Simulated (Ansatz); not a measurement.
Ge:
```cif
data_Ge32
_chemical_formula_sum 'Ge32'
_space_group_name_H-M_alt 'Fd-3m :1'
_space_group_IT_number 227
_space_group_name_Hall 'F 4d 2 3 -1d'
_cell_length_a 12.91623
_cell_length_b 12.91623
_cell_length_c 12.91623
_cell_angle_alpha 90.000
_cell_angle_beta 90.000
_cell_angle_gamma 90.000
loop_
_atom_site_label
_atom_site_type_symbol
_atom_site_symmetry_multiplicity
_atom_site_Wyckoff_symbol
_atom_site_fract_x
_atom_site_fract_y
_atom_site_fract_z
_atom_site_occupancy
Ge1 Ge 32 e 0.07160 0.07160 0.07160 1
```
(The calculation used a cell of 8 atoms; values per cell refer to that cell.)

Relaxed with plane-wave PAW PBE (Ansatz code). Indices refer to the conventional cell of Fd-3m, a = b = c = 12.9162 Å, α = β = γ = 90.00°.

Problem. Simulate the powder diffraction pattern (Ag Kα, λ = 0.560885 Å; lines above 1 %) up to 2θ = 30°.

Solution. Simulated powder pattern, Ag Kα, λ = 0.560885 Å (kinematic, ideal powder, no thermal factors, no anomalous dispersion; the 30 strongest lines at most, above 1 %, up to 2θ = 30°):

```json
[
 {"2θ (°)": "4.31", "d (Å)": "7.457", "I/Imax (%)": "100", "hkl": "(111)"},
 {"2θ (°)": "7.04", "d (Å)": "4.567", "I/Imax (%)": "23", "hkl": "(220)"},
 {"2θ (°)": "8.63", "d (Å)": "3.729", "I/Imax (%)": "15", "hkl": "(222)"},
 {"2θ (°)": "9.96", "d (Å)": "3.229", "I/Imax (%)": "1.7", "hkl": "(400)"},
 {"2θ (°)": "10.86", "d (Å)": "2.963", "I/Imax (%)": "11", "hkl": "(331)"},
 {"2θ (°)": "12.96", "d (Å)": "2.486", "I/Imax (%)": "14", "hkl": "(333)+(511)"},
 {"2θ (°)": "14.76", "d (Å)": "2.183", "I/Imax (%)": "10.0", "hkl": "(531)"},
 {"2θ (°)": "14.97", "d (Å)": "2.153", "I/Imax (%)": "26", "hkl": "(442)"},
 {"2θ (°)": "15.79", "d (Å)": "2.042", "I/Imax (%)": "13", "hkl": "(620)"},
 {"2θ (°)": "16.37", "d (Å)": "1.970", "I/Imax (%)": "9.2", "hkl": "(533)"},
 {"2θ (°)": "16.56", "d (Å)": "1.947", "I/Imax (%)": "2.4", "hkl": "(622)"},
 {"2θ (°)": "17.84", "d (Å)": "1.809", "I/Imax (%)": "15", "hkl": "(711)+(551)"},
 {"2θ (°)": "19.20", "d (Å)": "1.682", "I/Imax (%)": "3.9", "hkl": "(553)+(731)"},
 {"2θ (°)": "20.01", "d (Å)": "1.615", "I/Imax (%)": "4.1", "hkl": "(800)"},
 {"2θ (°)": "20.63", "d (Å)": "1.566", "I/Imax (%)": "3.1", "hkl": "(644)"},
 {"2θ (°)": "21.23", "d (Å)": "1.522", "I/Imax (%)": "7.8", "hkl": "(660)+(822)"},
 {"2θ (°)": "21.68", "d (Å)": "1.491", "I/Imax (%)": "5.3", "hkl": "(751)+(555)"},
 {"2θ (°)": "22.82", "d (Å)": "1.418", "I/Imax (%)": "3.1", "hkl": "(911)+(753)"},
 {"2θ (°)": "22.96", "d (Å)": "1.409", "I/Imax (%)": "3.1", "hkl": "(842)"},
 {"2θ (°)": "24.95", "d (Å)": "1.298", "I/Imax (%)": "8.1", "hkl": "(771)+(933)"},
 {"2θ (°)": "25.59", "d (Å)": "1.267", "I/Imax (%)": "5.0", "hkl": "(862)+(10 2 0)"},
 {"2θ (°)": "26.08", "d (Å)": "1.243", "I/Imax (%)": "3.2", "hkl": "(10 2 2)+(666)"},
 {"2θ (°)": "26.93", "d (Å)": "1.204", "I/Imax (%)": "3.7", "hkl": "(953)"},
 {"2θ (°)": "27.87", "d (Å)": "1.165", "I/Imax (%)": "1.9", "hkl": "(775)+(11 1 1)"},
 {"2θ (°)": "28.44", "d (Å)": "1.142", "I/Imax (%)": "2.1", "hkl": "(880)"},
 {"2θ (°)": "28.78", "d (Å)": "1.128", "I/Imax (%)": "4.4", "hkl": "(971)+(955)"},
 {"2θ (°)": "28.89", "d (Å)": "1.124", "I/Imax (%)": "5.5", "hkl": "(10 4 4)+(882)"},
 {"2θ (°)": "29.33", "d (Å)": "1.108", "I/Imax (%)": "3.4", "hkl": "(866)+(10 6 0)"},
 {"2θ (°)": "29.66", "d (Å)": "1.096", "I/Imax (%)": "2.6", "hkl": "(11 3 3)+(973)"},
 {"2θ (°)": "29.77", "d (Å)": "1.092", "I/Imax (%)": "1.2", "hkl": "(10 6 2)"}
]
```

The start of the workflow was typed in or built on a structure type. Its sites differ from those of the usual phase in this space group: another stacking or structure type. The cell was relaxed with PBE under the symmetry of its start; whether a distortion lowers the energy is not shown. The volume moved by 55 % from the start of the relaxation.

Potentials: the later of the program's two PAW sets.
